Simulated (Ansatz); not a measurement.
Cu3Au (Cu3Au type), relaxed with PBE (Ansatz, a program for electronic structure, plane waves, PAW): a = b = c = 3.7808 Å, α = β = γ = 90.00°.

```
Item                  Value
--------------------  -----
ΔH_f (eV/atom)        -0.04
B₀ by P(V) fit (GPa)    141
K_Hill (GPa)            142
G_Hill (GPa)           46.5
Θ_D (K)                 278
```

Q: The same phase is relaxed and computed with PBEsol in the same code. What are the cell and these values now?

A: a = b = c = 3.713 Å, α = β = γ = 90.00°.

ΔH_f (eV/atom): -0.04
B₀ by P(V) fit (GPa): 171
K_Hill (GPa): 171
G_Hill (GPa): 56.1
Θ_D (K): 302

All cells were relaxed under the symmetry of their starts (and spin orders); stability against distortions was not tested throughout. Rows with no word on spin ran without spin polarisation. Scalar-relativistic: spin–orbit coupling is off unless named, which matters more the heavier the elements.

Potentials: the later of the program's two PAW sets.

Ansatz is a plane-wave DFT program.

Formation energies count from the lowest solids of the elements computed at the same level, not from gases.
